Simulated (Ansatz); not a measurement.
Ansatz (a quantum-chemistry and plane-wave program) input:

Ansatz 0.2 input:
```yaml
crystal:
  lattice:
    - [3.5703951914, 0.0, 0.0]
    - [-1.7851975957, 3.0920529373, 0.0]
    - [0.0, 0.0, 5.7570657596]
  atoms:
    - { symbol: Al, position: [0.0, 0.0, 0.0] }
    - { symbol: Al, position: [0.0, 0.0, 0.5] }
    - { symbol: P, position: [0.3333333333, 0.6666666667, 0.25] }
    - { symbol: P, position: [0.6666666667, 0.3333333333, 0.75] }
kpoints:
  mp_grid: { grid: [23, 23, 13] }
hamiltonian:
  xc: pbesol
  pseudopotentials: { kind: paw }
scf:
  occupations: { method: fermi_dirac, width: 0.1 }
elastic: { mode: relaxed_ion, stencil: two_point, amplitude: 0.005, f_tol: 0.0005 }
```

Output (shortened):

```
Pseudopotential: Al, paw, valence charge 3
Pseudopotential: P, paw, valence charge 5
Functional definition: PBEsol
Crystal: 4 atoms, lattice volume = 63.557 Å³
Basis set: ecut = 420 eV, 1237 PW (Γ), exchange–correlation on 48×48×80 points (8 copies of the dense FFT grid, shifted against one another)
Bands: 12, of which v1, the nominal top of the filled ones, is band 8 counted from 1 (7 counted from 0)
Symmetry: 24 space group operations
Space group: P63/mmc (ITA 194), of the structure as read, at distance tolerance 4.0e-5 Å
k-points: 392 of 6877
SCF 1 converged in 9 iterations: F = -2530.803989 eV  dr2 = 7.41e-15
Crystal: 4 atoms, lattice volume = 63.239 Å³
Symmetry: 8 space group operations
k-points: 1008 of 6877
SCF 2 converged in 8 iterations: F = -2530.802549 eV  dr2 = 1.79e-14
relax step   1: F+E_penalty+E_count = -2530.80254945 eV  Δ(F+E_penalty+E_count) = +0.000e0 eV  max|allowed force component| = 1.518e-2 eV/Å  Δτ_max = 0.0000 Å  (8 SCF iters, accepted)
Crystal: 4 atoms, lattice volume = 63.239 Å³
SCF 3 converged in 7 iterations: F = -2530.802574 eV  dr2 = 2.54e-15
relax step   2: F+E_penalty+E_count = -2530.80257361 eV  Δ(F+E_penalty+E_count) = -2.416e-5 eV  max|allowed force component| = 6.382e-3 eV/Å  Δτ_max = 0.0011 Å  (7 SCF iters, accepted)
Crystal: 4 atoms, lattice volume = 63.239 Å³
SCF 4 converged in 7 iterations: F = -2530.802579 eV  dr2 = 1.49e-15
relax step   3: F+E_penalty+E_count = -2530.80257879 eV  Δ(F+E_penalty+E_count) = -5.182e-6 eV  max|allowed force component| = 8.776e-6 eV/Å  Δτ_max = 0.0008 Å  (7 SCF iters, accepted)
Crystal: 4 atoms, lattice volume = 63.239 Å³
SCF 5 converged in 9 iterations: F = -2530.802579 eV  dr2 = 2.72e-14
Crystal: 4 atoms, lattice volume = 63.875 Å³
SCF 6 converged in 8 iterations: F = -2530.803575 eV  dr2 = 2.05e-14
relax step   1: F+E_penalty+E_count = -2530.80357482 eV  Δ(F+E_penalty+E_count) = +0.000e0 eV  max|allowed force component| = 1.338e-2 eV/Å  Δτ_max = 0.0000 Å  (8 SCF iters, accepted)
Crystal: 4 atoms, lattice volume = 63.875 Å³
SCF 7 converged in 7 iterations: F = -2530.803598 eV  dr2 = 8.94e-15
relax step   2: F+E_penalty+E_count = -2530.80359767 eV  Δ(F+E_penalty+E_count) = -2.284e-5 eV  max|allowed force component| = 3.891e-5 eV/Å  Δτ_max = 0.0017 Å  (7 SCF iters, accepted)
Crystal: 4 atoms, lattice volume = 63.875 Å³
SCF 8 converged in 9 iterations: F = -2530.803598 eV  dr2 = 2.59e-14
Crystal: 4 atoms, lattice volume = 63.239 Å³
SCF 9 converged in 7 iterations: F = -2530.803940 eV  dr2 = 3.43e-14
Crystal: 4 atoms, lattice volume = 63.875 Å³
SCF 10 converged in 5 iterations: F = -2530.802021 eV  dr2 = 6.23e-14
Crystal: 4 atoms, lattice volume = 63.557 Å³
Symmetry: 4 space group operations
k-points: 1800 of 6877
SCF 11 converged in 9 iterations: F = -2530.803768 eV  dr2 = 3.34e-14
relax step   1: F+E_penalty+E_count = -2530.80376830 eV  Δ(F+E_penalty+E_count) = +0.000e0 eV  max|allowed force component| = 2.025e-4 eV/Å  Δτ_max = 0.0000 Å  (9 SCF iters, accepted)
Crystal: 4 atoms, lattice volume = 63.557 Å³
SCF 12 converged in 9 iterations: F = -2530.803768 eV  dr2 = 9.61e-14
Crystal: 4 atoms, lattice volume = 63.557 Å³
SCF 13 converged in 9 iterations: F = -2530.803768 eV  dr2 = 3.83e-14
relax step   1: F+E_penalty+E_count = -2530.80376830 eV  Δ(F+E_penalty+E_count) = +0.000e0 eV  max|allowed force component| = 2.025e-4 eV/Å  Δτ_max = 0.0000 Å  (9 SCF iters, accepted)
Crystal: 4 atoms, lattice volume = 63.557 Å³
SCF 14 converged in 10 iterations: F = -2530.803768 eV  dr2 = 4.42e-18
SCF converged after 9 iterations
Free energy (F): -2530.803989 eV
Harris-Foulkes:  -2530.803989 eV  (|F-HF|=9.09e-13)
Internal energy: -2530.780514 eV  (E = F + TS)
E sigma→0 (E₀):  -2530.792251 eV
Entropy (-TS):   -0.023475 eV (-5.869 meV/atom)
Fermi energy:    8.369882 eV
--- Per-component energies (eV) ---
  E_band       = 49.407569
  E_kinetic    = 191.632937
  E_local      = -77.408109  (includes V_loc(G=0)·N_el)
  E_nonlocal   = 87.958997
  E_hartree    = 26.442139
  E_xc         = -203.534566
  E_vxc        = -183.366871  (∫ρ·V_xc dr)
  E_paw        = -2017.505363  (= ΣΔE_a)
  E_vpaw       = -22.293665  (= ΣTr[D̂ρ^β])
  E_aug_tail   = 0.000001  (compensation charges beyond the density's cutoff)
  E_ewald      = -538.497021
  E_core_change = 0.130470  (= ΣΔE_core)
  E_smearing   = -0.023475  (= −TS)
  E_closure    = 0.000000  (closes the sum)
  Σ components = -2530.803989   (vs F -2530.803989, Δ=0.00e0)
--- Forces (eV/Å), atoms counted from 1 ---
  atom   1  Al     0.00000000     0.00000000     0.00000000
  atom   2  Al     0.00000000     0.00000000     0.00000000
  atom   3  P      0.00000000     0.00000000     0.00000000
  atom   4  P      0.00000000     0.00000000     0.00000000
  max |Σ_I F_I| component: 7.40e-17 eV/Å
--- Stress (GPa, compression-positive) ---
        0.253787       0.000000       0.000000
        0.000000       0.253787       0.000000
        0.000000       0.000000      -0.490569
  P = ⅓ Tr σ = 0.0057 GPa (0.057 kbar)
--- Band table (eV; the first three rows and the last of 392) ---
  k-point 0: bands = ["-5.0467", "-2.2423", "0.8415", "7.8547", "7.8547", "8.1294", "8.1294", "8.8629", "11.1954", "11.3526", "13.3960", "13.5170"]
  k-point 1: bands = ["-5.0234", "-2.3419", "0.9838", "7.8630", "7.8630", "8.1308", "8.1308", "8.6356", "11.2303", "11.3585", "13.4039", "13.4039"]
  k-point 2: bands = ["-4.9538", "-2.5965", "1.3659", "7.8868", "7.8868", "8.0661", "8.1339", "8.1339", "11.2955", "11.3752", "13.1592", "13.1592"]
  k-point 391: bands = ["-1.4872", "-1.4639", "1.7146", "1.9950", "2.9517", "2.9955", "7.6953", "7.7749", "10.3830", "11.1169", "11.3148", "11.5585"]
--- Elastic constants: 3 strain directions × 2 members + reference (group order 24) ---
  dense FFT box of the reference and of every strained cell: 24×24×40
  strains applied: 11, 33, 23; error gains …
  C = ∂σ_k/∂η_j (tension-positive GPa; Voigt order 11 22 33 23 13 12):
       181.746     77.369     68.226      0.000      0.000      0.000
        77.369    181.746     68.226      0.000      0.000      0.000
        67.487     67.487    203.474      0.000      0.000      0.000
         0.000      0.000      0.000     44.628      0.000      0.000
         0.000      0.000      0.000      0.000     44.628      0.000
         0.000      0.000      0.000      0.000      0.000     52.189
  reference stress σ⁰ (GPa):     -0.254     -0.254      0.491      0.000      0.000      0.000
  moduli (Voigt/Reuss/Hill, GPa): K = 110.35/110.26/110.31   G = 51.88/50.84/51.36   E = 133.38   ν = 0.298
  mechanically stable: yes (min eigenvalue of sym C = 44.63 GPa)
  strain η (Voigt 11):  stress-route row diagonal C_11 = 181.75 GPa, energy-path curvature d²(F+E_count+ΔE)/dδ²/Ω₀ = 181.79 GPa
         δ    σ_11 (GPa)             F (eV)   n_scf  n_hpsi   n_pw
    -5.000e-3      -1.1715       -2530.8025788       9  240744   1262   relax 3 steps, max|allowed force component| 8.78e-6 eV/Å
     5.000e-3       0.6460       -2530.8035977       9  240249   1274   relax 2 steps, max|allowed force component| 3.89e-5 eV/Å
  strain η (Voigt 33):  stress-route row diagonal C_33 = 203.47 GPa, energy-path curvature d²(F+E_count+ΔE)/dδ²/Ω₀ = 203.50 GPa
         δ    σ_33 (GPa)             F (eV)   n_scf  n_hpsi   n_pw
    -5.000e-3      -0.5467       -2530.8039404       7   96168   1259   relax 0 steps, max|allowed force component| 7.40e-17 eV/Å
     5.000e-3       1.4881       -2530.8020206       5   81845   1275   relax 0 steps, max|allowed force component| 2.22e-16 eV/Å
  strain η (Voigt 23):  stress-route row diagonal C_44 = 44.63 GPa, energy-path curvature d²(F+E_count+ΔE)/dδ²/Ω₀ = 44.57 GPa
         δ    σ_23 (GPa)             F (eV)   n_scf  n_hpsi   n_pw
    -5.000e-3      -0.2231       -2530.8037683       9  445338   1267   relax 1 steps, max|allowed force component| 2.03e-4 eV/Å
     5.000e-3       0.2231       -2530.8037683      10  489112   1267   relax 1 steps, max|allowed force component| 2.03e-4 eV/Å
```

Cost: around 11 core-minutes (rough) on shared cores.

Space group P6_3/mmc (NiAs type). The start of the workflow was typed in or built on a structure type; neither database checked (COD, Materials Project) lists it. It is not the phase usual at ambient conditions (space group No. 216). Symmetry was held in the PBEsol relaxation; of distortions, only those at the zone centre were tested. As this level gives no gap, shear constants depend on the k-mesh and smearing (Fermi–Dirac, 0.1 eV here). On the denser mesh and wider smearing of the elastic run this cell carries a stress of 0.5 GPa.

Potentials: the later of the program's two PAW sets.

Ansatz is a plane-wave DFT program.
